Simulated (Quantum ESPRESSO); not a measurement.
# Computed records: TaTi$_{2}$Au$_{5}$ (simulated cell), Ti$_{6}$IrOs (simulated cell), Ta$_{2}$Ga$_{3}$Mo$_{2}$Au (simulated cell)

All values are calculated (Quantum ESPRESSO 7.5). Calculation on a made-up metal alloy cell, not a measurement, with one named mistake planted (healthy values lack it): no spin or spin-orbit, unrelaxed, 2900 K smearing, stress positive in tension, cell energy less the intended atoms' offsets; periodic Kohn-Sham density functional theory in plane waves with PseudoDojo standard norm-conserving scalar-relativistic pseudopotentials, each functional with its own files (v0.5 for PBE, v0.4.1 for LDA and PBEsol), eight atoms on drawn sites of a strained close-packed or body-centred lattice, each displaced and held fixed; the energy is the cell's free energy, ions and the entropy term -TS included, at the stated Fermi-Dirac width, less a fixed offset for each atom's element (shifted free energy); compositions with an open d shell lost a parallel starting moment in a cheaper test run, and other magnetic orders were not tried; an error bar is the largest change of its kind in a tighter rerun, never given below 0.002 eV, 0.02 GPa or 0.003 eV/angstrom, and covers cutoff and k-mesh only, not smearing or the files.

Common to all runs: intended functional pbe; fermi dirac smearing 0.25 eV; intended electrons removed 0; run command mpirun -np 4 pw.x -nk 4 -in in; structure shown the intended cell.

Notes on all entries: heavy elements are run without spin-orbit coupling, which real alloys of them have; a spin test at this wide smearing found no moment, but such smearing suppresses magnetism that the real alloy may have; lattice, volume and sites are drawn at random and may be unstable or far from any real phase; energies are for the whole cell, less offsets fitted to these runs, so they are not formation energies.

(1) TaTi$_{2}$Au$_{5}$ (simulated cell)

```
TaTi2Au5
1.0
      1.9270     4.1081     1.9722
      2.0179    -4.1576     1.9804
      4.0477    -0.0413    -4.0554
Au Ti Au Ta Au Ti Au
2 1 1 1 1 1 1
Direct
  0.01310 0.00047 0.00912
  0.00203 0.02285 0.51629
  -0.00362 0.49535 0.24842
  -0.00093 0.49578 0.75110
  0.49739 0.00542 0.25884
  0.49398 0.02172 0.76099
  0.50394 0.49171 0.02238
  0.50189 0.50902 0.50651
```

| Quantity | Value |
| --- | --- |
| lattice type | face-centred cubic |
| cutoff | 1143 eV |
| healthy entropy term negative ts | -1.444 eV |
| healthy pressure | 11.61 GPa |
| healthy stress xx | -13.07 GPa |
| healthy stress yy | -8.59 GPa |
| healthy stress zz | -13.16 GPa |
| healthy stress yz | 0.04 GPa |
| healthy stress xz | -0.67 GPa |
| healthy stress xy | -2.11 GPa |
| fault kind | atoms exchanged |
| fault first exchanged site | 1 |
| fault second exchanged site | 3 |
| run processor | Intel Xeon, 2023 or later, virtual cores |
| k mesh | 5 x 5 x 4 shifted half a step off Gamma on each axis |
| healthy shifted free energy | -0.322 eV |
| faulty entropy term negative ts | -1.446 eV |
| faulty pressure | 11.83 GPa |
| faulty stress xx | -14.07 GPa |
| faulty stress yy | -7.69 GPa |
| faulty stress zz | -13.72 GPa |
| faulty stress yz | 0.27 GPa |
| faulty stress xz | -2 GPa |
| faulty stress xy | -1.59 GPa |
| faulty shifted free energy | -0.368 eV |

Atoms:
```csv
atoms element,atom site,atom energy offset (eV)
Au,1,-4032.82
Au,2,-4032.82
Ti,3,-1615.4
Au,4,-4032.82
Ta,5,-1771.44
Au,6,-4032.82
Ti,7,-1615.4
Au,8,-4032.82
```

Healthy forces:
```csv
site,x (eV/Å),y (eV/Å),z (eV/Å)
1,0.032,-0.667,-1.119
2,-1.276,0.395,0.101
3,0.615,-0.059,-0.183
4,1,-0.369,0.005
5,0.341,0.461,-0.464
6,-0.072,1.023,-0.449
7,-0.643,-0.611,1.423
8,0.003,-0.174,0.687
```

Faulty forces:
```csv
site,x (eV/Å),y (eV/Å),z (eV/Å)
1,-0.525,-0.497,-0.143
2,-1.019,0.582,-0.174
3,-0.08,-0.094,0.753
4,1.159,-0.321,-0.058
5,0.49,0.278,-0.876
6,0.048,0.91,-0.814
7,-0.458,-0.672,0.897
8,0.384,-0.186,0.416
```

Notes: error bars of the healthy run: energy 0.002 eV, stress 0.08 GPa, force 0.0048 eV/Å, from a tighter rerun of this or a related cell; 16 SCF iterations, 211 s of wall time on a shared machine.

(2) Ti$_{6}$IrOs (simulated cell)

```
Ti6IrOs
1.0
      4.2554    -2.4569     0.0000
     -2.8370     0.0000    -4.4572
      2.8370     4.9138     0.0000
Ir Os Ti
1 1 6
Direct
  0.02465 0.03336 -0.00361
  -0.01049 0.00390 0.48682
  0.08605 0.49354 0.38628
  0.07699 0.48414 0.86904
  0.51945 0.00153 0.25364
  0.50074 -0.00709 0.75338
  0.59233 0.48827 0.11925
  0.57272 0.50305 0.64818
```

| Item | Value |
| --- | --- |
| lattice type | hexagonal close-packed |
| cutoff | 1143 eV |
| healthy entropy term negative ts | -2.212 eV |
| healthy pressure | 8.1 GPa |
| healthy stress xx | -6.93 GPa |
| healthy stress yy | -7.91 GPa |
| healthy stress zz | -9.46 GPa |
| healthy stress yz | 0.15 GPa |
| healthy stress xz | -0.06 GPa |
| healthy stress xy | -3.94 GPa |
| fault kind | cell scaled |
| fault length scale change | -0.57 percent |
| run processor | Intel Xeon, 2023 or later, virtual cores |
| k mesh | 6 x 5 x 4 shifted half a step off Gamma on each axis |
| healthy shifted free energy | -0.985 eV |
| faulty entropy term negative ts | -2.175 eV |
| faulty pressure | 11.34 GPa |
| faulty stress xx | -10.17 GPa |
| faulty stress yy | -11.06 GPa |
| faulty stress zz | -12.8 GPa |
| faulty stress yz | 0.15 GPa |
| faulty stress xz | -0.05381 GPa |
| faulty stress xy | -4.09 GPa |
| faulty shifted free energy | -0.856 eV |

Atoms:
```csv
atoms element,atom site,atom energy offset (eV)
Ir,1,-3133.86
Os,2,-2753.07
Ti,3,-1615.4
Ti,4,-1615.4
Ti,5,-1615.4
Ti,6,-1615.4
Ti,7,-1615.4
Ti,8,-1615.4
```

Healthy forces:
```csv
site,x (eV/Å),y (eV/Å),z (eV/Å)
1,0.621,-0.168,0.879
2,0.802,-0.136,0.562
3,-0.244,-0.331,-0.091
4,-0.088,0.3,-0.095
5,-0.646,0.508,0.504
6,-0.731,0.062,0.026
7,0.156,0.567,-1.227
8,0.13,-0.802,-0.559
```

Faulty forces:
```csv
site,x (eV/Å),y (eV/Å),z (eV/Å)
1,0.655,-0.164,0.969
2,0.873,-0.147,0.629
3,-0.264,-0.342,-0.163
4,-0.119,0.318,-0.174
5,-0.706,0.533,0.529
6,-0.769,0.063,0.041
7,0.187,0.569,-1.265
8,0.143,-0.831,-0.566
```

Notes: error bars of the healthy run: energy 0.002 eV, stress 0.057 GPa, force 0.0068 eV/Å, from a tighter rerun of this or a related cell; 20 SCF iterations, 290 s of wall time on a shared machine.

(3) Ta$_{2}$Ga$_{3}$Mo$_{2}$Au (simulated cell)

```
Ta2Ga3Mo2Au
1.0
     -2.9485     0.0000     0.0000
      0.0000     5.1070     0.0000
      1.4743    -2.5535    -9.9058
Mo Ta Au Ga Ta
2 1 1 3 1
Direct
  -0.00270 -0.00290 0.00199
  0.12975 0.44724 0.25007
  0.26530 0.26839 0.50325
  0.36886 0.71222 0.75078
  0.48782 0.53218 0.00213
  0.61702 0.95975 0.24776
  0.75313 0.73341 0.49921
  0.87497 0.22406 0.75755
```

| Property | Result |
| --- | --- |
| lattice type | hexagonal close-packed |
| cutoff | 1116 eV |
| healthy entropy term negative ts | -1.417 eV |
| healthy pressure | -14.28 GPa |
| healthy stress xx | 14.27 GPa |
| healthy stress yy | 13.77 GPa |
| healthy stress zz | 14.78 GPa |
| healthy stress yz | 0.35 GPa |
| healthy stress xz | -0.05 GPa |
| healthy stress xy | -0.01 GPa |
| fault kind | cell scaled |
| fault length scale change | -0.94 percent |
| run processor | AMD EPYC, older, virtual cores |
| k mesh | 8 x 5 x 3 shifted half a step off Gamma on each axis |
| healthy shifted free energy | 0.281 eV |
| faulty entropy term negative ts | -1.365 eV |
| faulty pressure | -11.39 GPa |
| faulty stress xx | 11.33 GPa |
| faulty stress yy | 10.69 GPa |
| faulty stress zz | 12.16 GPa |
| faulty stress yz | 0.32 GPa |
| faulty stress xz | -0.04871 GPa |
| faulty stress xy | -0.01592 GPa |
| faulty shifted free energy | -0.054 eV |

Atoms:
```csv
atoms element,atom site,atom energy offset (eV)
Mo,1,-1911.95
Mo,2,-1911.95
Ta,3,-1771.44
Au,4,-4032.82
Ga,5,-2081.03
Ga,6,-2081.03
Ga,7,-2081.03
Ta,8,-1771.44
```

Healthy forces:
```csv
site,x (eV/Å),y (eV/Å),z (eV/Å)
1,0.048,1.134,-0.354
2,0.032,-0.242,0.295
3,0.037,-0.831,0.65
4,-0.03,0.4,-0.195
5,-0.053,-0.838,-0.188
6,-0.037,0.048,-0.019
7,-0.026,0.888,-0.028
8,0.029,-0.56,-0.163
```

Faulty forces:
```csv
site,x (eV/Å),y (eV/Å),z (eV/Å)
1,0.055,1.207,-0.399
2,0.04,-0.158,0.318
3,0.046,-0.98,0.766
4,-0.033,0.465,-0.179
5,-0.062,-0.929,-0.235
6,-0.046,0.001,-0.032
7,-0.031,1.018,-0.03
8,0.031,-0.623,-0.209
```

Notes: error bars of the healthy run: energy 0.0031 eV, stress 0.095 GPa, force 0.014 eV/Å, from a tighter rerun of this or a related cell; 17 SCF iterations, 402 s of wall time on a shared machine.
